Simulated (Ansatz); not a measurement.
SiO2:
```xyz
9
Lattice="4.9201 0.0000 0.0000 -2.4601 4.2609 0.0000 0.0000 0.0000 5.4157" Properties=species:S:1:pos:R:3 pbc="T T T"
O      1.3707     1.1469     1.1673
O      3.2416     0.6136     2.9725
O      2.7679     2.5005     4.7777
O      0.3079     1.7605     4.2485
O     -1.0894     3.1141     2.4432
O      0.7815     3.6473     0.6380
Si     2.3071     0.0000     1.8052
Si    -1.1536     1.9980     3.6105
Si     1.3065     2.2629     0.0000
```

Relaxed with r²SCAN.

Question: Give the optical modes at the zone centre with their infrared and Raman activity from DFPT, r²SCAN in the plane-wave PAW code Ansatz.

Answer: Transverse frequencies, without the LO–TO term; a row sums one degenerate level.

| ω (cm⁻¹) | degeneracy | IR ((D/Å)²/amu) | Raman (Å⁴/amu) | activity | symmetry |
|---|---|---|---|---|---|
| 130 | 2 | 0.00 | 0.61 | Raman | E |
| 212 | 1 | 0.00 | 5.1 | Raman | A1 |
| 264 | 2 | 0.39 | 0.30 | IR+Raman | E |
| 353 | 1 | 0.00 | 0.68 | Raman | A1 |
| 360 | 1 | 4.67 | 0 | IR | A2 |
| 390 | 2 | 5.92 | 0.45 | IR+Raman | E |
| 448 | 2 | 16.93 | 0.59 | IR+Raman | E |
| 463 | 1 | 0.00 | 25 | Raman | A1 |
| 494 | 1 | 9.21 | 0 | IR | A2 |
| 695 | 2 | 1.28 | 0.71 | IR+Raman | E |
| 775 | 1 | 3.87 | 0 | IR | A2 |
| 795 | 2 | 7.59 | 1.1 | IR+Raman | E |
| 1071 | 2 | 81.61 | 1.1 | IR+Raman | E |
| 1079 | 1 | 42.93 | 0 | IR | A2 |
| 1087 | 1 | 0.00 | 0.73 | Raman | A1 |
| 1163 | 2 | 1.30 | 2.3 | IR+Raman | E |

Question: How high does the top mode go among those that the LO–TO term moves?

Answer: 1233 cm⁻¹ for q along x, 1233 cm⁻¹ for q along y, 1242 cm⁻¹ for q along z.

Space group P3_121. Symmetry was held in the r²SCAN relaxation; phonons on a q-mesh show no instability.

Potentials: the later of the program's two PAW sets.
